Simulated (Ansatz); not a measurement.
An Ansatz (a quantum-chemistry and plane-wave program) input:

Ansatz 0.2 input:
```yaml
crystal:
  lattice:
    - [5.6810303364, 0.0, 0.0]
    - [0.0, 5.6810303364, 0.0]
    - [0.0, 0.0, 5.6810303364]
  atoms:
    - { symbol: Hf, position: [0.6799448219, 0.8200551781, 0.1799448219] }
    - { symbol: Hf, position: [0.8200551781, 0.1799448219, 0.6799448219] }
    - { symbol: Hf, position: [0.1799448219, 0.6799448219, 0.8200551781] }
    - { symbol: Hf, position: [0.3200551781, 0.3200551781, 0.3200551781] }
    - { symbol: S, position: [0.9188020829, 0.4188020829, 0.0811979171] }
    - { symbol: S, position: [0.5811979171, 0.5811979171, 0.5811979171] }
    - { symbol: S, position: [0.4188020829, 0.0811979171, 0.9188020829] }
    - { symbol: S, position: [0.0811979171, 0.9188020829, 0.4188020829] }
    - { symbol: O, position: [0.4048045653, 0.5951954347, 0.0951954347] }
    - { symbol: O, position: [0.0951954347, 0.4048045653, 0.5951954347] }
    - { symbol: O, position: [0.9048045653, 0.9048045653, 0.9048045653] }
    - { symbol: O, position: [0.5951954347, 0.0951954347, 0.4048045653] }
kpoints:
  mp_grid: { grid: [3, 3, 3] }
hamiltonian:
  xc: hse06
  pseudopotentials: { azcp: { folder: ./paw }, kind: paw }
scf:
  n_extra_bands: 12
  occupations: { method: fixed }
output:
  eigenvalues: true
  eigenstates:
    e_range: [-9.0, 12.9]
    kpoints:
      - [-0.005208, 0.0, 0.0]  # VBM
      - [0.401042, 0.401042, 0.401042]  # CBM
      - [0.0, 0.0, 0.0]  # GAMMA
      - [0.5, 0.5, 0.5]  # R
      - [0.5, 0.5, 0.0]  # M
      - [0.0, 0.5, 0.0]  # X
      - [0.5, 0.0, 0.0]  # X_1
```

How many symmetry operations and irreducible k-points will the run report?

12 operations, 4 of 27 k-points.

With a cutoff of 420 eV, how many plane waves at Γ?

3695.

It took roughly 5 core-minutes on shared server cores.

The points marked VBM and CBM come from a semilocal run.

Space group P2_13. The first step of the workflow began from a Materials Project structure, measured or hypothetical; the Crystallography Open Database copy checked does not list it. Whether it is the stable phase at ambient conditions was not checked. The cell was relaxed with r²SCAN under the symmetry of its start; whether a distortion lowers the energy is not shown. The run is not spin-polarised. Spin–orbit coupling is left out wherever it is not named.

Potentials: the earlier of the program's two PAW sets.

Ansatz is a plane-wave DFT program.
